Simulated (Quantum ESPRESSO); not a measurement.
MgAl$_{3}$N$_{3}$O (made-up cell), Si$_{7}$C (made-up cell) (calculated)

All values are calculated (Quantum ESPRESSO 7.5). Calculation on a made-up crystal cell, not a measurement: periodic Kohn-Sham density functional theory in plane waves with PseudoDojo standard norm-conserving scalar-relativistic pseudopotentials, each functional with its own files (v0.5 for PBE, v0.4.1 for LDA and PBEsol), no spin polarisation, no spin-orbit coupling, atoms not relaxed, stress positive in tension, energies less a fixed whole-eV offset for each atom's element; levels are Kohn-Sham levels at fractions of this cell's reciprocal vectors, counted from the reference band (half the neutral cell's valence electrons, rounded up) at Gamma; error bars cover cutoff and k-mesh only, not smearing or the files; added strain carries the atoms with the cell, and shear is the tensor component; each bar is the largest change over components, and at least 0.002 eV, 0.002 eV per angstrom or 0.02 GPa; energies are for the whole cell, and the offsets were chosen from early runs and are not element reference energies.

Common to all runs: functional pbe; scf tolerance 1e-07 eV; electrons removed 0.

(1) MgAl$_{3}$N$_{3}$O (made-up cell)

```
CELL_PARAMETERS angstrom
4.25600 0.00040 0.01960
0.00040 4.21500 -0.02960
0.01960 -0.02960 4.28840
ATOMIC_POSITIONS crystal
Al 0.00924 0.00497 0.01879
Al 0.98463 0.47636 0.48125
Al 0.48486 0.00256 0.52280
Mg 0.49465 0.49010 0.97888
N 0.49457 0.99141 0.97585
N 0.49756 0.51739 0.48357
O 0.98846 0.00010 0.48989
N 0.00331 0.47598 0.99124
```

* lattice type: rocksalt
* cutoff: 1143 eV
* fermi dirac smearing: 0.025 eV
* k mesh: 4 x 4 x 4, shifted by half a step
* free energy less offsets: -0.0236 eV
* smearing term minus ts: 0 eV
* scf iterations: 12
* pressure: -13.45 GPa
* stress xx: 15.7 GPa
* stress yy: 12.22 GPa
* stress zz: 12.42 GPa
* stress yz: -3.728 GPa
* stress xz: 1.853 GPa
* stress xy: -0.1278 GPa
* reference band: 20
* error bar energy: 0.003101 eV
* error bar stress: 0.02 GPa
* error bar force: 0.002 eV/Å
* error bar next band up: 0.002 eV
* error bars from: tighter rerun of a related cell

Atoms:
```
atoms element  atom site  atom energy offset (eV)
           Al          1                      -64
           Al          2                      -64
           Al          3                      -64
           Mg          4                    -1617
            N          5                     -283
            N          6                     -283
            O          7                     -452
            N          8                     -283
```

Forces:
```
site  x (eV/Å)  y (eV/Å)  z (eV/Å)
   1   -0.3296   -0.6181   -0.6595
   2   0.04751    0.8231    0.2659
   3    0.3967   -0.5498   -0.5885
   4    0.3314    0.4594    0.5575
   5   -0.1343    0.2364    0.5781
   6   -0.0982   -0.9642   0.08427
   7    0.3055    0.1565   -0.4277
   8   -0.5191    0.4567      0.19
```

Levels:
```
level k point  next band up (eV)
        Gamma              1.359
(1/2,1/2,1/2)              2.402
   (0.15,0,0)              2.048
   (0,0.15,0)              2.038
   (0,0,0.15)               2.04
```

(2) MgAl$_{3}$N$_{3}$O (made-up cell)

```
CELL_PARAMETERS angstrom
4.25600 0.00040 0.01960
0.00040 4.21500 -0.02960
0.01960 -0.02960 4.28840
ATOMIC_POSITIONS crystal
Al 0.00924 0.00497 0.01879
Al 0.98463 0.47636 0.48125
Al 0.48486 0.01767 0.52290
Mg 0.49465 0.49010 0.97888
N 0.49457 0.99141 0.97585
N 0.49756 0.51739 0.48357
O 0.98846 0.00010 0.48989
N 0.00331 0.47598 0.99124
```

- lattice type: rocksalt
- cutoff: 1143 eV
- fermi dirac smearing: 0.025 eV
- k mesh: 4 x 4 x 4, shifted by half a step
- free energy less offsets: 0.02315 eV
- smearing term minus ts: 0 eV
- scf iterations: 12
- pressure: -13.46 GPa
- stress xx: 15.44 GPa
- stress yy: 12.59 GPa
- stress zz: 12.34 GPa
- stress yz: -3.968 GPa
- stress xz: 1.84 GPa
- stress xy: -0.1444 GPa
- reference band: 20
- error bar energy: 0.003101 eV
- error bar stress: 0.02 GPa
- error bar force: 0.002 eV/Å
- error bar next band up: 0.002 eV
- error bars from: tighter rerun of this cell

Atoms:
```
atoms element  atom site  atom energy offset (eV)
           Al          1                      -64
           Al          2                      -64
           Al          3                      -64
           Mg          4                    -1617
            N          5                     -283
            N          6                     -283
            O          7                     -452
            N          8                     -283
```

Forces:
```
site  x (eV/Å)  y (eV/Å)  z (eV/Å)
   1   -0.3292   -0.6671   -0.6599
   2   0.04807    0.9949    0.2589
   3    0.3957   -0.9144    -0.607
   4    0.3325    0.6216    0.5871
   5   -0.1332     0.301    0.5612
   6   -0.1001    -1.002   0.09987
   7    0.3046    0.2193   -0.4273
   8   -0.5183    0.4468    0.1871
```

Levels:
```
level k point  next band up (eV)
        Gamma               1.35
(1/2,1/2,1/2)              2.379
   (0.15,0,0)               2.04
   (0,0.15,0)              2.029
   (0,0,0.15)              2.033
```

(3) MgAl$_{3}$N$_{3}$O (made-up cell)

```
CELL_PARAMETERS angstrom
4.25600 0.00040 0.01960
0.00040 4.21500 -0.02960
0.01960 -0.02960 4.28840
ATOMIC_POSITIONS crystal
Al 0.00924 0.00497 0.01879
Al 0.98463 0.47636 0.48125
Al 0.48485 0.02125 0.52293
Mg 0.49465 0.49010 0.97888
N 0.49457 0.99141 0.97585
N 0.49756 0.51739 0.48357
O 0.98846 0.00010 0.48989
N 0.00331 0.47598 0.99124
```

* lattice type: rocksalt
* cutoff: 1143 eV
* fermi dirac smearing: 0.025 eV
* k mesh: 4 x 4 x 4, shifted by half a step
* free energy less offsets: 0.0376 eV
* smearing term minus ts: 0 eV
* scf iterations: 12
* pressure: -13.42 GPa
* stress xx: 15.37 GPa
* stress yy: 12.57 GPa
* stress zz: 12.32 GPa
* stress yz: -4.026 GPa
* stress xz: 1.836 GPa
* stress xy: -0.1481 GPa
* reference band: 20
* error bar energy: 0.003101 eV
* error bar stress: 0.02 GPa
* error bar force: 0.002 eV/Å
* error bar next band up: 0.002 eV
* error bars from: tighter rerun of a related cell

Atoms:
```
atoms element  atom site  atom energy offset (eV)
           Al          1                      -64
           Al          2                      -64
           Al          3                      -64
           Mg          4                    -1617
            N          5                     -283
            N          6                     -283
            O          7                     -452
            N          8                     -283
```

Forces:
```
site  x (eV/Å)  y (eV/Å)  z (eV/Å)
   1   -0.3289   -0.6787   -0.6599
   2   0.04799     1.036     0.257
   3    0.3947   -0.9996   -0.6085
   4    0.3328    0.6602    0.5957
   5   -0.1329    0.3166    0.5541
   6   -0.1001    -1.013    0.1025
   7    0.3046    0.2343   -0.4272
   8   -0.5182    0.4446    0.1864
```

Levels:
```
level k point  next band up (eV)
        Gamma              1.348
(1/2,1/2,1/2)              2.375
   (0.15,0,0)              2.039
   (0,0.15,0)              2.027
   (0,0,0.15)              2.033
```

(4) MgAl$_{3}$N$_{3}$O (made-up cell)

```
CELL_PARAMETERS angstrom
4.25600 0.00040 0.01960
0.00040 4.21500 -0.02960
0.01960 -0.02960 4.28840
ATOMIC_POSITIONS crystal
Al 0.00924 0.00497 0.01879
Al 0.98463 0.47636 0.48125
Al 0.48485 0.03411 0.52302
Mg 0.49465 0.49010 0.97888
N 0.49457 0.99141 0.97585
N 0.49756 0.51739 0.48357
O 0.98846 0.00010 0.48989
N 0.00331 0.47598 0.99124
```

* lattice type: rocksalt
* cutoff: 1143 eV
* fermi dirac smearing: 0.025 eV
* k mesh: 4 x 4 x 4, shifted by half a step
* free energy less offsets: 0.1004 eV
* smearing term minus ts: 0 eV
* scf iterations: 12
* pressure: -13.17 GPa
* stress xx: 15.11 GPa
* stress yy: 12.13 GPa
* stress zz: 12.27 GPa
* stress yz: -4.237 GPa
* stress xz: 1.823 GPa
* stress xy: -0.1625 GPa
* reference band: 20
* error bar energy: 0.003101 eV
* error bar stress: 0.02 GPa
* error bar force: 0.002 eV/Å
* error bar next band up: 0.002 eV
* error bars from: tighter rerun of a related cell

Atoms:
```
atoms element  atom site  atom energy offset (eV)
           Al          1                      -64
           Al          2                      -64
           Al          3                      -64
           Mg          4                    -1617
            N          5                     -283
            N          6                     -283
            O          7                     -452
            N          8                     -283
```

Forces:
```
site  x (eV/Å)  y (eV/Å)  z (eV/Å)
   1   -0.3275   -0.7201   -0.6601
   2   0.04705     1.181    0.2491
   3    0.3892    -1.323   -0.6053
   4    0.3342    0.7996    0.6313
   5   -0.1318    0.3743    0.5198
   6  -0.09856    -1.038    0.1087
   7    0.3051    0.2891   -0.4272
   8   -0.5178    0.4376    0.1838
```

Levels:
```
level k point  next band up (eV)
        Gamma              1.345
(1/2,1/2,1/2)              2.368
   (0.15,0,0)              2.039
   (0,0.15,0)               2.02
   (0,0,0.15)              2.034
```

(5) MgAl$_{3}$N$_{3}$O (made-up cell)

```
CELL_PARAMETERS angstrom
4.25600 0.00040 0.01960
0.00040 4.21500 -0.02960
0.01960 -0.02960 4.28840
ATOMIC_POSITIONS crystal
Al 0.00924 0.00497 0.01879
Al 0.98463 0.47636 0.48125
Al 0.48485 0.04178 0.52307
Mg 0.49465 0.49010 0.97888
N 0.49457 0.99141 0.97585
N 0.49756 0.51739 0.48357
O 0.98846 0.00010 0.48989
N 0.00331 0.47598 0.99124
```

- lattice type: rocksalt
- cutoff: 1143 eV
- fermi dirac smearing: 0.025 eV
- k mesh: 4 x 4 x 4, shifted by half a step
- free energy less offsets: 0.1465 eV
- smearing term minus ts: 0 eV
- scf iterations: 12
- pressure: -12.93 GPa
- stress xx: 14.92 GPa
- stress yy: 11.61 GPa
- stress zz: 12.25 GPa
- stress yz: -4.361 GPa
- stress xz: 1.813 GPa
- stress xy: -0.1733 GPa
- reference band: 20
- error bar energy: 0.003101 eV
- error bar stress: 0.02 GPa
- error bar force: 0.002 eV/Å
- error bar next band up: 0.002 eV
- error bars from: tighter rerun of a related cell

Atoms:
```
atoms element  atom site  atom energy offset (eV)
           Al          1                      -64
           Al          2                      -64
           Al          3                      -64
           Mg          4                    -1617
            N          5                     -283
            N          6                     -283
            O          7                     -452
            N          8                     -283
```

Forces:
```
site  x (eV/Å)  y (eV/Å)  z (eV/Å)
   1   -0.3262   -0.7446   -0.6602
   2   0.04597     1.268    0.2437
   3    0.3842    -1.541    -0.597
   4    0.3353    0.8833    0.6563
   5   -0.1311    0.4102     0.493
   6  -0.09642    -1.033    0.1094
   7    0.3059    0.3229   -0.4273
   8   -0.5176    0.4338    0.1821
```

Levels:
```
level k point  next band up (eV)
        Gamma              1.345
(1/2,1/2,1/2)              2.368
   (0.15,0,0)               2.04
   (0,0.15,0)              2.016
   (0,0,0.15)              2.037
```

(6) Si$_{7}$C (made-up cell)

```
CELL_PARAMETERS angstrom
5.34550 0.04520 -0.10000
0.04520 5.34220 -0.03410
-0.10000 -0.03410 5.29210
ATOMIC_POSITIONS crystal
Si 0.99583 0.99064 0.00082
Si 0.00289 0.48235 0.48840
C 0.53220 0.01663 0.50413
Si 0.45438 0.51129 0.98025
Si 0.29019 0.23879 0.26306
Si 0.24229 0.75827 0.74653
Si 0.77279 0.23066 0.77276
Si 0.76199 0.76155 0.23444
```

* lattice type: zincblende/diamond
* cutoff: 1116 eV
* fermi dirac smearing: 0.1 eV
* k mesh: 6 x 6 x 6, shifted by half a step
* stress xy: —
* stress xz: —
* stress yy: —

Atoms:
```
atoms element  atom site  atom energy offset (eV)
           Si          1                     -115
           Si          2                     -115
            C          3                     -163
           Si          4                     -115
           Si          5                     -115
           Si          6                     -115
           Si          7                     -115
           Si          8                     -115
```

(7) Si$_{7}$C (made-up cell)

```
CELL_PARAMETERS angstrom
5.34550 0.04520 -0.10000
0.04520 5.34220 -0.03410
-0.10000 -0.03410 5.29210
ATOMIC_POSITIONS crystal
Si 0.99583 0.99064 0.00082
Si 0.00289 0.48235 0.48840
C 0.53220 0.01663 0.50413
Si 0.45438 0.51129 0.98025
Si 0.29019 0.23879 0.26306
Si 0.24229 0.75827 0.74653
Si 0.77303 0.23074 0.78552
Si 0.76199 0.76155 0.23444
```

* lattice type: zincblende/diamond
* cutoff: 1116 eV
* fermi dirac smearing: 0.1 eV
* k mesh: 6 x 6 x 6, shifted by half a step
* stress yz: —
* stress yy: —

Atoms:
```
atoms element  atom site  atom energy offset (eV)
           Si          1                     -115
           Si          2                     -115
            C          3                     -163
           Si          4                     -115
           Si          5                     -115
           Si          6                     -115
           Si          7                     -115
           Si          8                     -115
```

(8) Si$_{7}$C (made-up cell)

```
CELL_PARAMETERS angstrom
5.34550 0.04520 -0.10000
0.04520 5.34220 -0.03410
-0.10000 -0.03410 5.29210
ATOMIC_POSITIONS crystal
Si 0.99583 0.99064 0.00082
Si 0.00289 0.48235 0.48840
C 0.53220 0.01663 0.50413
Si 0.45438 0.51129 0.98025
Si 0.29019 0.23879 0.26306
Si 0.24229 0.75827 0.74653
Si 0.77308 0.23075 0.78815
Si 0.76199 0.76155 0.23444
```

- lattice type: zincblende/diamond
- cutoff: 1116 eV
- fermi dirac smearing: 0.1 eV
- k mesh: 6 x 6 x 6, shifted by half a step
- stress xy: —
- stress zz: —
- stress yy: —
- pressure: —

Atoms:
```
atoms element  atom site  atom energy offset (eV)
           Si          1                     -115
           Si          2                     -115
            C          3                     -163
           Si          4                     -115
           Si          5                     -115
           Si          6                     -115
           Si          7                     -115
           Si          8                     -115
```

Questions
1. What stress xy does the calculation give for Si$_{7}$C (made-up cell) (entry 6)?
2. What stress xz does the calculation give for Si$_{7}$C (made-up cell) (entry 6)?
3. What stress yy does the calculation give for Si$_{7}$C (made-up cell) (entry 6)?
4. Si$_{7}$C (made-up cell) (entry 7): stress yz?
5. What stress yy does the calculation give for Si$_{7}$C (made-up cell) (entry 7)?
6. What stress xy does the calculation give for Si$_{7}$C (made-up cell) (entry 8)?
7. Estimate the stress zz of Si$_{7}$C (made-up cell) (entry 8).
8. What stress yy does the calculation give for Si$_{7}$C (made-up cell) (entry 8)?
9. Give the missing pressure for Si$_{7}$C (made-up cell) (entry 8).

Calculated values
1. 4.298 GPa
2. -2.56 GPa
3. 0.1176 GPa
4. 6.255 GPa
5. -0.5208 GPa
6. 5.141 GPa
7. 0.3217 GPa
8. -0.6713 GPa
9. -0.5276 GPa

Further results for Si$_{7}$C (made-up cell) (entry 6):

* free energy less offsets: 2.309 eV
* smearing term minus ts: -0.02082 eV
* scf iterations: 10
* pressure: -1.032 GPa
* stress xx: 2.683 GPa
* stress zz: 0.2962 GPa
* stress yz: 5.966 GPa
* fermi level: -0.03581 eV
* reference band: 16
* error bar energy: 0.002 eV
* error bar stress: 0.02 GPa
* error bar force: 0.009379 eV/Å
* error bar next band up: 0.002 eV
* error bar fermi level: 0.01913 eV
* error bars from: tighter rerun of a related cell

Forces:
```
site  x (eV/Å)  y (eV/Å)  z (eV/Å)
   1     3.011   -0.2152     1.779
   2  0.002963    0.1217    0.4004
   3  -0.05676   -0.1665   -0.3683
   4       3.8    -1.812     1.894
   5     0.206    -1.452     1.231
   6  -0.01767     2.024    -3.473
   7    -3.943     2.199    -3.654
   8    -3.002   -0.6988     2.191
```

Levels:
```
level k point  next band up (eV)
        Gamma             0.3397
(1/2,1/2,1/2)            -0.3873
   (0.15,0,0)           -0.06379
   (0,0.15,0)            0.05921
   (0,0,0.15)           -0.03941
```

Further results for Si$_{7}$C (made-up cell) (entry 7):

- free energy less offsets: 2.585 eV
- smearing term minus ts: -0.02105 eV
- scf iterations: 10
- pressure: -0.6236 GPa
- stress xx: 2.076 GPa
- stress zz: 0.316 GPa
- stress xz: -3.023 GPa
- stress xy: 4.992 GPa
- fermi level: -0.002259 eV
- reference band: 16
- error bar energy: 0.002 eV
- error bar stress: 0.02 GPa
- error bar force: 0.009379 eV/Å
- error bar next band up: 0.002 eV
- error bar fermi level: 0.01913 eV
- error bars from: tighter rerun of a related cell

Forces:
```
site  x (eV/Å)   y (eV/Å)  z (eV/Å)
   1      3.49    -0.7876     2.194
   2   -0.1083  -0.001327    0.5945
   3  -0.07923    -0.1944   -0.2913
   4     3.718     -1.776     2.008
   5    0.2092     -1.441     1.308
   6   -0.0146      2.037    -3.578
   7    -4.217      2.854    -4.503
   8    -2.998    -0.6901     2.268
```

Levels:
```
level k point  next band up (eV)
        Gamma             0.4035
(1/2,1/2,1/2)            -0.3601
   (0.15,0,0)          -0.003605
   (0,0.15,0)             0.1154
   (0,0,0.15)           0.001254
```

Further results for Si$_{7}$C (made-up cell) (entry 8):

* free energy less offsets: 2.649 eV
* smearing term minus ts: -0.02115 eV
* scf iterations: 10
* stress xx: 1.932 GPa
* stress yz: 6.315 GPa
* stress xz: -3.119 GPa
* fermi level: 0.006008 eV
* reference band: 16
* error bar energy: 0.002 eV
* error bar stress: 0.02 GPa
* error bar force: 0.009379 eV/Å
* error bar next band up: 0.002 eV
* error bar fermi level: 0.01913 eV
* error bars from: tighter rerun of a related cell

Forces:
```
site  x (eV/Å)  y (eV/Å)  z (eV/Å)
   1     3.596   -0.9132     2.279
   2   -0.1285  -0.02331    0.6314
   3  -0.08565   -0.2011   -0.2788
   4     3.699    -1.768     2.032
   5    0.2102    -1.439     1.323
   6  -0.01394     2.039    -3.599
   7     -4.28     2.994    -4.671
   8    -2.997   -0.6884     2.283
```

Levels:
```
level k point  next band up (eV)
        Gamma             0.4188
(1/2,1/2,1/2)            -0.3532
   (0.15,0,0)            0.01042
   (0,0.15,0)             0.1281
   (0,0,0.15)            0.01168
```
